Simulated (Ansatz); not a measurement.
The start is a generated trial cell of MgB2 in the AFLOW prototype A2B_hP9_147_g_ad (B_b, as in ZnAg2). The cell and all atomic positions are relaxed at zero pressure with PBE (plane waves to 420 eV, PAW, scalar-relativistic; Ansatz, a first-principles code). The first steps use a coarse 4×4×9 k-mesh.

Starting cell:
```
CELL_PARAMETERS angstrom
      6.66566     0.00000     0.00000
     -3.33283     5.77263     0.00000
      0.00000     0.00000     2.46139
ATOMIC_POSITIONS crystal
  Mg 0.00000 0.00000 0.00000
  Mg 0.66667 0.33333 0.75000
  Mg 0.33333 0.66667 0.25000
  B  0.66667 0.66667 0.75000
  B  0.00000 0.33333 0.75000
  B  0.33333 0.00000 0.75000
  B  0.33333 0.33333 0.25000
  B  0.00000 0.66667 0.25000
  B  0.66667 0.00000 0.25000
```

```json
{
  "initial_pressure": "+8 GPa (positive: the cell is compressed)",
  "largest_initial_force": "about 1.0 eV/Å, on B4, B5, B6, B7, B8, B9 (atoms numbered as listed)",
  "outcome": "The space group goes from P-3 (No. 147) to P6/mmm (No. 191); the end is AFLOW prototype AB2_hP3_191_a_d (C32, as in AlB2), with 3 atoms in the primitive cell",
  "volume_change": "-8.5 %, from 10.52 to 9.62 Å³/atom",
  "Shortest distances (start → end)": "The closest pairs of elements (up to four, under 3.6 Å), start → end: B–B 2.46 → 1.77 Å; B–Mg 2.22 → 2.50 Å; Mg–Mg 2.46 → 3.07 Å",
  "optimiser_moves": "22"
}
```

The end point of the relaxation:

Space group P6/mmm (No. 191); a = b = 3.0744 Å, c = 3.5275 Å, α = β = 90.00°, γ = 120.00°

```json
[
 {"atom": "Mg", "site": "1a", "symmetry": "6/mmm", "x": "0.0000", "y": "0.0000", "z": "0.0000"},
 {"atom": "B", "site": "2d", "symmetry": "-6m2", "x": "0.3333", "y": "0.6667", "z": "0.5000"}
]
```

Final values are on a 17×17×13 k-mesh of the relaxed cell. No spin polarisation in the result.

The run could not lose the symmetry of its start.

The first start was generated by placing the elements on the sites of a structure type. A measured structure of MgB2 has the same space group, P6/mmm (No. 191); the sites were not compared with it.
